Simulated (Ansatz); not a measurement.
# What DFT gives for YTi2Pb4

```yaml
crystal:
  lattice:
    - [-3.79297, 3.79297, 3.09902]
    - [3.79297, -3.79297, 3.09902]
    - [3.79297, 3.79297, -3.09902]
  atoms:
    - { symbol: Y, position: [0.00000, 0.00000, 0.00000] }
    - { symbol: Pb, position: [0.30300, 0.30300, 0.60600] }
    - { symbol: Pb, position: [0.30300, 0.69700, 0.00000] }
    - { symbol: Pb, position: [0.69700, 0.69700, 0.39400] }
    - { symbol: Pb, position: [0.69700, 0.30300, 0.00000] }
    - { symbol: Ti, position: [0.75000, 0.25000, 0.50000] }
    - { symbol: Ti, position: [0.25000, 0.75000, 0.50000] }
```

Method: PBE, no spin polarisation; PAW, plane waves to 420 eV, 7×7×7 Γ-centred mesh, fermi-dirac occupations (width 0.1 eV) (Ansatz 0.2.0), atoms fixed.

(1) Describe some of the short contacts.

(2) What does the stress say?

(3) Metal or insulator?

(4) How is the charge shared?

(5) Where is the largest force?

(6) What is the formation energy?

Origin: a known structure type with other elements, at an estimated volume, so it need not be a known compound.

Answers

(1) Pb–Pb at 2.99 Å: least valence density 0.26 e/Å³ and ELF 0.29 there. Ti–Ti at 3.10 Å: least valence density 0.18 e/Å³ and ELF 0.48 there. Pb–Ti at 3.15 Å: least valence density 0.15 e/Å³ and ELF 0.15 there. These are pseudo-fields; inside the PAW spheres they differ from the all-electron ones.

(2) The pressure is -0.5 GPa (compression positive), so with the atoms held at these fractions the cell is close to zero pressure; the forces are large, so a full relaxation may end otherwise. The principal stresses -3.2, 0.9, 0.9 GPa differ, so its shape would change too.

(3) It is a metal, with about 5.2 states/eV a cell as the mean within 0.25 eV of the Fermi level, mostly Ti d (57 %), Pb p (21 %) and Y d (12 %).

(4) Bader charges in e: Y +1.41, Ti +0.79, Pb -0.75. In the mean Y gives up most and Pb takes most.

(5) The largest is on Pb4 (and as large on other atoms): 1.14 eV/Å, components (0.81, 0.81, 0.00). It makes 135° with the line to a nearest neighbour, Pb3 at 2.99 Å, pointing away from it.

(6) 0.05 eV an atom against the elements' usual phases (free molecules for gases, crystals otherwise, with no correction for O₂ or N₂), so at this geometry it isn't bound against them. Relaxing would lower it.
